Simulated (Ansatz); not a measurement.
Computed properties of TiTe₂

```xyz
3
Lattice="3.7770 0.0000 0.0000 -1.8885 3.2710 0.0000 0.0000 0.0000 6.4980" Properties=species:S:1:pos:R:3 pbc="T T T"
Ti    0.0000    0.0000    0.0000
Te    1.8885    1.0903    1.7077
Te    0.0000    2.1807    4.7903
```

Atom numbers follow the list: Ti1, Te2, Te3.

The cell is COD entry 1008063, as deposited and not checked against the literature; nothing was relaxed.

Spin–orbit coupling is left out, though it moves levels of the heavy atoms by tenths of an eV or more.

Levels of theory: DFT, PBE, all-electron LAPW, scalar-relativistic (Ansatz 0.2.0); DFT, PBE, PAW with Ansatz's default frozen-core files, scalar-relativistic (Ansatz 0.2.0).

For LAPW: a Γ-centred 13×13×7 k mesh, Fermi–Dirac smearing of 0.03 eV, basis error target 1 meV/atom, no spin polarisation. PAW takes a cutoff of 420 eV at this cell. The Ansatz runs share mesh, smearing and spin set-up. Values come from LAPW unless marked.

```json
{
 "Pressure at this cell": "0.93 GPa",
 "Band gap": "none: bands cross the Fermi level, a metal",
 "Stress xx, yy, zz (compression positive)": "0.58, 0.58, 1.62 GPa",
 "Largest force": "0.030 eV/Å on Te2",
 "Density of states at the Fermi level (0.2 eV bin)": "1.32 states/eV per cell",
 "Löwdin charges (with 0.18 e of the cell spilling out of the atomic basis, so their sizes and signs hang on that basis)": "Ti1 0.55, Te2 -0.19 e",
 "Bader charges (from the PAW run)": "Ti1 +1.36, Te2 -0.68 e",
 "Volume per atom": "26.76 Å³"
}
```
